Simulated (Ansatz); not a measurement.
Rb2NiO2 in space group I4/mmm (No. 139; Rb on 4e, Ni on 2a, O on 4e), r²SCAN in the plane-wave PAW code Ansatz, all energies at zero smearing, with the estimated change up to a 700 eV cutoff added, with one set of potentials and settings (totals compare only within such a set). Cell of 5 atoms (2 Rb, 1 Ni, 2 O): -13539.760 eV.

```csv
element,reference phase,E (eV/atom)
Rb,"Cmcm, 2 atoms in the cell",-3278.0015
Ni,"Fm-3m, 1 atoms in the cell, spin-polarised",-5845.2912
O,"C2/m, 4 atoms in the cell, spin-polarised",-566.0281
```

Formation energy per atom, worked out: (-13539.760 − 2×(-3278.0015) − 1×(-5845.2912) − 2×(-566.0281))/5 = -1.282 eV/atom (-124 kJ per mol of atoms), at 0 K, without zero-point energy or fitted corrections.

The workflow started from a Materials Project entry (that database holds measured and hypothetical structures alike); the Crystallography Open Database files this formula in space group No. 139, but the cells were not matched. Its standing as an ambient phase is unchecked. Symmetry was held in the r²SCAN relaxation; its stability against distortions is not shown here. The final state is ferromagnetic, the only order run, not a proven ground state. The cell computed holds one magnetic atom, so no antiferromagnetic order was within reach. Other orbital occupations within this spin state were not tried. No Hubbard U is applied. The references are the lowest solids computed at this level, not always the standard phases (solids in place of the gases).

Potentials: the later of the program's two PAW sets.
